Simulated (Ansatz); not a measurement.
## MgZn₅S₆ (P31m) at 3 levels of theory

One geometry, relaxed with PBE; plane waves with PAW potentials in Ansatz, scalar-relativistic. No spin polarisation. Gaps are the least over mesh and band path; pressure is positive in compression.

```
Mg Zn S
1.0
     6.71944    0.00000    0.00000
    -3.35972    5.81921    0.00000
     0.00000    0.00000    6.34145
Mg Zn S
1 5 6
Direct
  0.00000 0.00000 0.50389
  0.33680 0.33680 0.00522
  0.00000 0.66320 0.00522
  0.66320 0.00000 0.00522
  0.66667 0.33333 0.50478
  0.33333 0.66667 0.50478
  0.34431 0.34431 0.37728
  0.00000 0.65569 0.37728
  0.65569 0.00000 0.37728
  0.66667 0.33333 0.87816
  0.33333 0.66667 0.87816
  0.00000 0.00000 0.89271
```

```
 level  cutoff (eV)  k mesh  gap (eV)  pressure (GPa)
   PBE          420   6×6×4      2.25             0.0
r2SCAN          500   6×6×4      2.81            -2.0
   LDA          420   6×6×4      1.99            -5.4
```

The cell was found from a structure generator's guess, not taken from experiment.
